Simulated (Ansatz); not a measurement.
## C (Fd-3m): energy against volume by PBE and RPA

```
C
1.0
     0.00000    1.78350    1.78350
     1.78350    0.00000    1.78350
     1.78350    1.78350    0.00000
C
2
Direct
  0.00000 0.00000 0.00000
  0.25000 0.25000 0.25000
```

RPA total energy on PBE orbitals, norm-conserving pseudopotentials (Ansatz); 6×6×6 mesh, wave cutoff 1116 eV, correlation extrapolated to infinite response cutoff from cutoffs up to 250 eV, 8 electrons, all correlated, long-wavelength term: optical limit, core-valence exchange-correlation kept as a semilocal term.

A Birch-Murnaghan fit gives PBE: V0 = 5.70 Å³ an atom (lattice constants +0.1 % against the given cell), B0 = 433 GPa.

Problem. What does RPA on these orbitals give?

Solution. RPA: V0 = 5.69 Å³ an atom (lattice constants +0.1 % against the given cell), B0 = 440 GPa. The RPA points scatter about the fit by some 0.5 meV, so its minimum and above all its modulus are rough. The points for the whole cell, counted from the given cell:

| V/V_given | V (Å³) | PBE (meV) | Hartree-Fock expression on these orbitals (meV) | RPA (meV) |
| --- | --- | --- | --- | --- |
| 0.92 | 10.44 | 123 | 70 | 125 |
| 0.96 | 10.89 | 31 | 3 | 32 |
| 1.00 | 11.35 | 0 | 0 | 0 |
| 1.04 | 11.80 | 19 | 51 | 20 |
| 1.08 | 12.25 | 79 | 148 | 80 |

With norm-conserving pseudopotentials the core–valence exchange is only approximate, which can shift gaps by tenths of an eV and RPA lattice constants by most of a per cent.
